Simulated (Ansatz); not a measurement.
Cu Kα1 powder pattern (kinematic, no thermal factors).
```tsv
2θ (°)	relative intensity
18.74	17
24.55	98
26.63	14
31.07	33
31.73	9
37.11	18
38.01	83
41.89	100
42.71	4
45.78	36
48.42	6
50.33	10
52.37	5
54.17	12
54.85	28
56.12	1
60.97	7
61.99	2
63.16	11
64.39	8
64.77	4
66.30	3
66.52	5
68.09	3
69.58	5
71.33	40
72.79	10
74.15	8
76.15	6
79.06	8
79.27	2
80.73	4
81.29	9
82.14	6
86.50	6
89.28	1
89.54	2
89.89	2
```

The pattern is computed from a structure relaxed with Ansatz, DFT PBE, scalar-relativistic, plane waves, PAW. Collinear spin, ending at 3.0 μB a primitive cell. Its elements are Nb, Se, Zr.

Problem. Give the structure.

Solution. ZrNbSe3.
Space group P-4m2 (No. 115). a = 4.730 Å, b = 4.730 Å, c = 5.635 Å, α = 90.00°, β = 90.00°, γ = 90.00°
```tsv
atom	site	symmetry	x	y	z
Zr	1d	-4m2	0.0000	0.0000	0.5000
Nb	1b	-4m2	0.5000	0.5000	0.0000
Se	2g	2mm.	0.0000	0.5000	0.6872
Se	1a	-4m2	0.0000	0.0000	0.0000
```

A pattern alone doesn't exclude other cells with like lines; this is the one computed.

Another cell of ZrNbSe3 relaxed alike, in P-6m2, lies 0.54 eV/atom lower, so this cell isn't the stable form at this level.

The cell was found from a structure generator's guess, not taken from experiment.
